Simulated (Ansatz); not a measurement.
What a change of settings does: CaPb

First run: DFT, r2SCAN, PAW with Ansatz's default frozen-core files, scalar-relativistic (Ansatz 0.2.0).

Command: `ansatz run input.yaml --threads 1 --pin off --max-ram 2048MiB --backend cpu --events-out ev --progress --plain --runs-dir out` It took 56 s on 1 thread of Arm Neoverse V1, on a shared host, peak memory 0.55 GiB.

```yaml
crystal:
  lattice:
    - [3.5666355947, 0.0, 0.0]
    - [0.0, 3.5666355947, 0.0]
    - [0.0, 0.0, 4.62751189]
  atoms:
    - { symbol: Ca, position: [0.0, 0.0, 0.0] }
    - { symbol: Pb, position: [0.5, 0.5, 0.5] }
kpoints:
  mp_grid: { grid: [12, 12, 9] }
scf:
  occupations: { method: fermi_dirac, width: 0.05 }
hamiltonian:
  xc: r2scan
  pseudopotentials: { kind: paw }
output:
  forces: true
  stress: true
relax:
  f_tol: 0.005
  max_steps: 50
  cell: {}
```

The cell is Materials Project entry mp-20034, used as a structure alone.

This run: cell and atoms relaxed.

It converges in 17 SCF iterations over all geometries at a pressure of 0.02 GPa, ending at 29.38 Å³/atom, cutoff 500 eV.

The input is then changed:

```diff
   occupations: { method: fermi_dirac, width: 0.05 }
+  mixing: { algorithm: broyden, beta: 0.3, ndim: 4 }
 hamiltonian:
   stress: true
+  write_density: true
+  write_potential: true
+  elf: true
+  volumetric_format: npy
 relax:
   cell: {}
+basis:
+  xc_grid: 3
```

Task: Predict the outcome of the changed run.

Result: It converges in 23 SCF iterations over all geometries at a pressure of 0.02 GPa, ending at 29.38 Å³/atom, cutoff 500 eV, free energy 0.0 meV/atom against the first run's.
